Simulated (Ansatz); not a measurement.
TaCuN2: strain energy, fitted

TaCuN2, R-3m, a = 3.122 Å, c = 17.343 Å. The structure is a COD entry; whether it is the stable form wasn't checked. Ansatz: PBEsol, PAW, 420 eV, Γ-centred 12×12×2 mesh on 12 atoms, Gaussian smearing 0.02 eV; no spin polarisation. Series: biaxial strain in the a-b plane, c and atoms relaxed; x is the strain in per cent. y is the free energy over the unstrained cell, V0 = 12.196 Å³/atom.

```tsv
x (%)	y (meV/atom)
-3.0	?
-2.0	12.79
-1.0	3.14
0.0	0.00
1.0	2.98
2.0	11.70
3.0	25.75
```

Q: Fit y = c2 x² + c3 x³ to the other rows, turn c2 into a modulus, and predict the missing energy.

A: Least squares on the rows shown. y = 3.0625 x² − 0.067298 x³. In eV per unit strain² c2 is 30.62; M is the biaxial modulus (E = M V0 ε²): 30.62 × 160.2 / (12.196) = 402 GPa. At x = -3.0 the fit asked for gives 29.38 meV/atom. The run gave 29.40 meV/atom, so the fit is 0.02 meV/atom too low, a small miss on the scale of the series.

Spin–orbit coupling is left out, which can shift energies with elements as heavy as these.

Cost: 7 runs of about 15 core-minutes in all, on Arm Neoverse V1 (shared hosts).